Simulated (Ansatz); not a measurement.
This is a relaxation of cell and atoms with the plane-wave code Ansatz on a 12-atom cell of ZrSi₃O₈ built on tetragonal HfO2 (relaxed group Pmm2); the level of theory is r2SCAN. The starting cell comes from a relaxation with PBE.

```yaml
crystal:
  lattice:
    - [3.5521405837, 0.0, 0.0]
    - [0.0, 5.7723855958, 0.0]
    - [0.0, 0.0, 6.3526150187]
  atoms:
    - { symbol: Si, position: [0.0, 0.0, 0.0956319883] }
    - { symbol: Si, position: [0.5, 0.2470032974, 0.4242222985] }
    - { symbol: O, position: [0.5, 0.0, 0.5647315094] }
    - { symbol: O, position: [0.5, 0.0, 0.1749789347] }
    - { symbol: O, position: [0.0, 0.2320917839, 0.3334261731] }
    - { symbol: O, position: [0.0, 0.2071154142, 0.9137070275] }
    - { symbol: Zr, position: [0.0, 0.5, 0.0492292338] }
    - { symbol: Si, position: [0.5, 0.7529967026, 0.4242222985] }
    - { symbol: O, position: [0.5, 0.5, 0.5709328471] }
    - { symbol: O, position: [0.5, 0.5, 0.2017844885] }
    - { symbol: O, position: [0.0, 0.7679082161, 0.3334261731] }
    - { symbol: O, position: [0.0, 0.7928845858, 0.9137070275] }
kpoints:
  mp_grid: { grid: [6, 4, 4] }
hamiltonian:
  xc: r2scan
scf:
  occupations: { method: fermi_dirac, width: 0.02 }
relax:
  f_tol: 0.005
  cell: {}
output:
  write_density: true
  write_potential: true
  elf: true
  volumetric_format: npy
```

Of the 15 recorded frames of the trajectory, 13 are shown, each with fractional positions and then forces in eV/Å along x, y and z. The last, and any step after a large change of cell, is solved on a basis re-selected at its cell; pressure is positive in compression.

Step 1: energy 0.0 meV/atom from step 1, largest force component 0.523 eV/Å, pressure -6.15 GPa; a = 3.552 Å, b = 5.772 Å, c = 6.353 Å, α = 90.00°, β = 90.00°, γ = 90.00°
```
Si 0.0000 0.0000 0.0956     0.000   0.000  -0.271
Si 0.5000 0.2470 0.4242     0.000  -0.019   0.167
O  0.5000 0.0000 0.5647     0.000   0.000  -0.523
O  0.5000 0.0000 0.1750     0.000   0.000   0.043
O  0.0000 0.2321 0.3334     0.000  -0.046  -0.033
O  0.0000 0.2071 0.9137     0.000  -0.128   0.425
Zr 0.0000 0.5000 0.0492     0.000   0.000  -0.041
Si 0.5000 0.7530 0.4242     0.000   0.019   0.167
O  0.5000 0.5000 0.5709     0.000   0.000  -0.439
O  0.5000 0.5000 0.2018     0.000   0.000   0.113
O  0.0000 0.7679 0.3334     0.000   0.046  -0.033
O  0.0000 0.7929 0.9137     0.000   0.128   0.425
```

Step 2: energy -10.3 meV/atom from step 1, largest force component 0.472 eV/Å, pressure -2.24 GPa; a = 3.528 Å, b = 5.747 Å, c = 6.044 Å, α = 90.00°, β = 90.00°, γ = 90.00°
```
Si 0.0000 0.0000 0.0884     0.000   0.000  -0.170
Si 0.5000 0.2472 0.4325     0.000  -0.231  -0.007
O  0.5000 0.0000 0.5789     0.000   0.000  -0.472
O  0.5000 0.0000 0.1721     0.000   0.000  -0.068
O  0.0000 0.2324 0.3366     0.000  -0.019   0.130
O  0.0000 0.2072 0.8984     0.000  -0.243   0.261
Zr 0.0000 0.5000 0.0398     0.000   0.000  -0.339
Si 0.5000 0.7528 0.4325     0.000   0.231  -0.007
O  0.5000 0.5000 0.5858     0.000   0.000  -0.014
O  0.5000 0.5000 0.2001     0.000   0.000   0.295
O  0.0000 0.7676 0.3366     0.000   0.019   0.130
O  0.0000 0.7928 0.8984     0.000   0.243   0.261
```

Step 3: energy -13.8 meV/atom from step 1, largest force component 0.564 eV/Å, pressure +2.48 GPa; a = 3.501 Å, b = 5.754 Å, c = 5.733 Å, α = 90.00°, β = 90.00°, γ = 90.00°
```
Si 0.0000 0.0000 0.0824     0.000   0.000   0.082
Si 0.5000 0.2467 0.4399     0.000  -0.267  -0.148
O  0.5000 0.0000 0.5901     0.000   0.000  -0.165
O  0.5000 0.0000 0.1688     0.000   0.000  -0.180
O  0.0000 0.2326 0.3407     0.000   0.024   0.149
O  0.0000 0.2052 0.8843     0.000   0.025   0.017
Zr 0.0000 0.5000 0.0274     0.000   0.000  -0.495
Si 0.5000 0.7533 0.4399     0.000   0.267  -0.148
O  0.5000 0.5000 0.6013     0.000   0.000   0.564
O  0.5000 0.5000 0.2001     0.000   0.000   0.156
O  0.0000 0.7674 0.3407     0.000  -0.024   0.149
O  0.0000 0.7948 0.8843     0.000  -0.025   0.017
```

Step 4: energy -15.0 meV/atom from step 1, largest force component 0.251 eV/Å, pressure +0.97 GPa; a = 3.495 Å, b = 5.765 Å, c = 5.861 Å, α = 90.00°, β = 90.00°, γ = 90.00°
```
Si 0.0000 0.0000 0.0860     0.000   0.000   0.096
Si 0.5000 0.2464 0.4362     0.000   0.087  -0.047
O  0.5000 0.0000 0.5817     0.000   0.000   0.145
O  0.5000 0.0000 0.1697     0.000   0.000  -0.150
O  0.0000 0.2327 0.3395     0.000   0.007   0.074
O  0.0000 0.2045 0.8919     0.000   0.110  -0.120
Zr 0.0000 0.5000 0.0293     0.000   0.000  -0.111
Si 0.5000 0.7536 0.4362     0.000  -0.087  -0.047
O  0.5000 0.5000 0.5962     0.000   0.000   0.251
O  0.5000 0.5000 0.2019     0.000   0.000  -0.043
O  0.0000 0.7673 0.3395     0.000  -0.007   0.074
O  0.0000 0.7955 0.8919     0.000  -0.110  -0.120
```

Step 5: energy -15.6 meV/atom from step 1, largest force component 0.383 eV/Å, pressure -1.00 GPa; a = 3.493 Å, b = 5.800 Å, c = 5.758 Å, α = 90.00°, β = 90.00°, γ = 90.00°
```
Si 0.0000 0.0000 0.0845     0.000   0.000  -0.223
Si 0.5000 0.2487 0.4406     0.000  -0.383  -0.109
O  0.5000 0.0000 0.5847     0.000   0.000  -0.069
O  0.5000 0.0000 0.1630     0.000   0.000   0.135
O  0.0000 0.2322 0.3408     0.000   0.147   0.122
O  0.0000 0.2040 0.8858     0.000   0.207   0.029
Zr 0.0000 0.5000 0.0222     0.000   0.000   0.006
Si 0.5000 0.7513 0.4406     0.000   0.383  -0.109
O  0.5000 0.5000 0.6079     0.000   0.000   0.013
O  0.5000 0.5000 0.2035     0.000   0.000   0.055
O  0.0000 0.7678 0.3408     0.000  -0.147   0.122
O  0.0000 0.7960 0.8858     0.000  -0.207   0.029
```

Step 6: energy -16.4 meV/atom from step 1, largest force component 0.211 eV/Å, pressure +0.07 GPa; a = 3.488 Å, b = 5.789 Å, c = 5.753 Å, α = 90.00°, β = 90.00°, γ = 90.00°
```
Si 0.0000 0.0000 0.0831     0.000   0.000  -0.211
Si 0.5000 0.2474 0.4404     0.000  -0.014  -0.053
O  0.5000 0.0000 0.5854     0.000   0.000   0.030
O  0.5000 0.0000 0.1642     0.000   0.000   0.042
O  0.0000 0.2329 0.3415     0.000   0.032   0.047
O  0.0000 0.2049 0.8849     0.000  -0.060   0.045
Zr 0.0000 0.5000 0.0228     0.000   0.000   0.022
Si 0.5000 0.7526 0.4404     0.000   0.014  -0.053
O  0.5000 0.5000 0.6075     0.000   0.000   0.026
O  0.5000 0.5000 0.2034     0.000   0.000   0.013
O  0.0000 0.7671 0.3415     0.000  -0.032   0.047
O  0.0000 0.7951 0.8849     0.000   0.060   0.045
```

Step 9: energy -16.7 meV/atom from step 1, largest force component 0.051 eV/Å, pressure -0.12 GPa; a = 3.469 Å, b = 5.816 Å, c = 5.743 Å, α = 90.00°, β = 90.00°, γ = 90.00°
```
Si 0.0000 0.0000 0.0787     0.000   0.000  -0.037
Si 0.5000 0.2474 0.4418     0.000  -0.008   0.051
O  0.5000 0.0000 0.5858     0.000   0.000  -0.028
O  0.5000 0.0000 0.1630     0.000   0.000  -0.018
O  0.0000 0.2343 0.3431     0.000   0.002  -0.012
O  0.0000 0.2056 0.8836     0.000  -0.046   0.028
Zr 0.0000 0.5000 0.0220     0.000   0.000  -0.020
Si 0.5000 0.7526 0.4418     0.000   0.008   0.051
O  0.5000 0.5000 0.6096     0.000   0.000  -0.020
O  0.5000 0.5000 0.2039     0.000   0.000  -0.010
O  0.0000 0.7657 0.3431     0.000  -0.002  -0.012
O  0.0000 0.7944 0.8836     0.000   0.046   0.028
```

Step 10: energy -16.7 meV/atom from step 1, largest force component 0.016 eV/Å, pressure +0.03 GPa; a = 3.470 Å, b = 5.813 Å, c = 5.743 Å, α = 90.00°, β = 90.00°, γ = 90.00°
```
Si 0.0000 0.0000 0.0788     0.000   0.000   0.008
Si 0.5000 0.2474 0.4419     0.000   0.001   0.010
O  0.5000 0.0000 0.5858     0.000   0.000  -0.003
O  0.5000 0.0000 0.1629     0.000   0.000   0.003
O  0.0000 0.2343 0.3430     0.000   0.005   0.000
O  0.0000 0.2054 0.8837     0.000   0.004  -0.006
Zr 0.0000 0.5000 0.0219     0.000   0.000  -0.002
Si 0.5000 0.7526 0.4419     0.000  -0.001   0.010
O  0.5000 0.5000 0.6097     0.000   0.000  -0.016
O  0.5000 0.5000 0.2037     0.000   0.000   0.001
O  0.0000 0.7657 0.3430     0.000  -0.005   0.000
O  0.0000 0.7946 0.8837     0.000  -0.004  -0.006
```

Step 11: energy -16.7 meV/atom from step 1, largest force component 0.007 eV/Å, pressure 0.00 GPa; a = 3.470 Å, b = 5.813 Å, c = 5.744 Å, α = 90.00°, β = 90.00°, γ = 90.00°
```
Si 0.0000 0.0000 0.0789     0.000   0.000   0.003
Si 0.5000 0.2474 0.4419     0.000  -0.003   0.002
O  0.5000 0.0000 0.5858     0.000   0.000  -0.003
O  0.5000 0.0000 0.1630     0.000   0.000   0.000
O  0.0000 0.2343 0.3431     0.000   0.000   0.000
O  0.0000 0.2054 0.8837     0.000  -0.002  -0.002
Zr 0.0000 0.5000 0.0219     0.000   0.000   0.007
Si 0.5000 0.7526 0.4419     0.000   0.003   0.002
O  0.5000 0.5000 0.6095     0.000   0.000   0.000
O  0.5000 0.5000 0.2037     0.000   0.000  -0.006
O  0.0000 0.7657 0.3431     0.000   0.000   0.000
O  0.0000 0.7946 0.8837     0.000   0.002  -0.002
```

Step 12: energy -16.7 meV/atom from step 1, largest force component 0.004 eV/Å, pressure 0.00 GPa; a = 3.469 Å, b = 5.813 Å, c = 5.744 Å, α = 90.00°, β = 90.00°, γ = 90.00°
```
Si 0.0000 0.0000 0.0788     0.000   0.000   0.001
Si 0.5000 0.2474 0.4419     0.000   0.000   0.001
O  0.5000 0.0000 0.5857     0.000   0.000   0.000
O  0.5000 0.0000 0.1630     0.000   0.000   0.000
O  0.0000 0.2343 0.3431     0.000   0.000   0.000
O  0.0000 0.2054 0.8837     0.000  -0.002  -0.001
Zr 0.0000 0.5000 0.0219     0.000   0.000   0.004
Si 0.5000 0.7526 0.4419     0.000   0.000   0.001
O  0.5000 0.5000 0.6095     0.000   0.000   0.000
O  0.5000 0.5000 0.2037     0.000   0.000  -0.004
O  0.0000 0.7657 0.3431     0.000   0.000   0.000
O  0.0000 0.7946 0.8837     0.000   0.002  -0.001
```

Step 13: energy -15.8 meV/atom from step 1, largest force component 0.006 eV/Å, pressure +0.05 GPa; a = 3.469 Å, b = 5.813 Å, c = 5.744 Å, α = 90.00°, β = 90.00°, γ = 90.00°
```
Si 0.0000 0.0000 0.0788     0.000   0.000   0.001
Si 0.5000 0.2474 0.4419     0.000   0.000   0.001
O  0.5000 0.0000 0.5857     0.000   0.000   0.001
O  0.5000 0.0000 0.1630     0.000   0.000  -0.001
O  0.0000 0.2343 0.3431     0.000   0.000   0.000
O  0.0000 0.2054 0.8837     0.000  -0.002  -0.002
Zr 0.0000 0.5000 0.0219     0.000   0.000   0.004
Si 0.5000 0.7526 0.4419     0.000   0.000   0.001
O  0.5000 0.5000 0.6095     0.000   0.000   0.002
O  0.5000 0.5000 0.2037     0.000   0.000  -0.006
O  0.0000 0.7657 0.3431     0.000   0.000   0.000
O  0.0000 0.7946 0.8837     0.000   0.002  -0.002
```

Step 14: energy -15.8 meV/atom from step 1, largest force component 0.003 eV/Å, pressure -0.02 GPa; a = 3.470 Å, b = 5.814 Å, c = 5.746 Å, α = 90.00°, β = 90.00°, γ = 90.00°
```
Si 0.0000 0.0000 0.0789     0.000   0.000   0.000
Si 0.5000 0.2474 0.4419     0.000   0.000  -0.001
O  0.5000 0.0000 0.5856     0.000   0.000   0.001
O  0.5000 0.0000 0.1630     0.000   0.000   0.001
O  0.0000 0.2343 0.3431     0.000   0.000   0.001
O  0.0000 0.2054 0.8838     0.000   0.001   0.000
Zr 0.0000 0.5000 0.0220     0.000   0.000   0.003
Si 0.5000 0.7526 0.4419     0.000   0.000  -0.001
O  0.5000 0.5000 0.6094     0.000   0.000  -0.002
O  0.5000 0.5000 0.2036     0.000   0.000  -0.001
O  0.0000 0.7657 0.3431     0.000   0.000   0.001
O  0.0000 0.7946 0.8838     0.000  -0.001   0.000
```

Step 15: energy -15.8 meV/atom from step 1, largest force component 0.003 eV/Å, pressure -0.02 GPa; a = 3.470 Å, b = 5.814 Å, c = 5.746 Å, α = 90.00°, β = 90.00°, γ = 90.00°
```
Si 0.0000 0.0000 0.0789     0.000   0.000   0.000
Si 0.5000 0.2474 0.4419     0.000   0.000  -0.001
O  0.5000 0.0000 0.5856     0.000   0.000   0.001
O  0.5000 0.0000 0.1630     0.000   0.000   0.001
O  0.0000 0.2343 0.3431     0.000   0.000   0.001
O  0.0000 0.2054 0.8838     0.000   0.001   0.000
Zr 0.0000 0.5000 0.0220     0.000   0.000   0.003
Si 0.5000 0.7526 0.4419     0.000   0.000  -0.001
O  0.5000 0.5000 0.6094     0.000   0.000  -0.002
O  0.5000 0.5000 0.2036     0.000   0.000  -0.001
O  0.0000 0.7657 0.3431     0.000   0.000   0.001
O  0.0000 0.7946 0.8838     0.000  -0.001   0.000
```

In 13 steps the volume changed by -11.0 %; between the first SCF and the last, each on a basis chosen for its cell, the energy fell by 15.8 meV an atom. Final cell: it is orthorhombic, Pmm2 (No. 25); conventional cell a = 3.470 Å, b = 5.814 Å, c = 5.746 Å, 9.66 Å³ an atom. Si is surrounded by 6 O at 1.64–2.04 Å; Si is surrounded by 6 O at 1.66–2.15 Å; O is surrounded by 2 Si at 1.66 Å; O is surrounded by 4 Si at 1.80–2.15 Å; O is surrounded by 3 Si at 1.83–2.04 Å and 1 Zr at 2.41 Å; O is surrounded by 1 Si at 1.64 Å and 1 Zr at 1.89 Å; Zr is surrounded by 6 O at 1.89–2.41 Å; O is surrounded by 2 Si at 1.76 Å (further sites aren't listed).

Question: What wall time did it need on 1 × NVIDIA H100 80GB HBM3 with 2 threads of AMD EPYC 7R13 Processor (Zen 3), with other jobs on the host, load about 0.9 per core, and how much host memory at the peak?

Answer: About 60 s, with a peak of 1.3 GiB.

(Calculated; spin-unpolarised; the phase may be known or hypothetical.)
